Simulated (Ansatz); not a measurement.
SiGe₃ in space group P-4m2 (No. 115; Si on 1a, Ge on 2g, Ge on 1c) under volume change, r²SCAN (plane waves, PAW; program Ansatz), shape and atoms relaxed at each volume.

| V (Å³/atom) | E − E(relaxed) (meV/atom) | P (GPa) |
|---|---|---|
| 20.058 | 51.8 | 9.13 |
| 20.719 | 21.7 | 5.57 |
| 21.381 | 5.1 | 2.55 |
| 22.042 | 0.0 | 0.00 |
| 22.703 | 4.6 | -2.15 |
| 23.364 | 17.3 | -3.97 |
| 24.026 | 36.9 | -5.50 |

Problem. What does a third-order Birch–Murnaghan fit give for V₀, B₀ and B′?

Solution. V₀ = 22.04 Å³/atom, B₀ = 77.9 GPa, B′ = 4.6.

The start of the workflow was typed in or built on a structure type; neither database checked (COD, Materials Project) lists it. Whether it is the stable phase at ambient conditions was not checked. Symmetry was held in the r²SCAN relaxation; its stability against distortions is not shown here.

Potentials: the later of the program's two PAW sets.
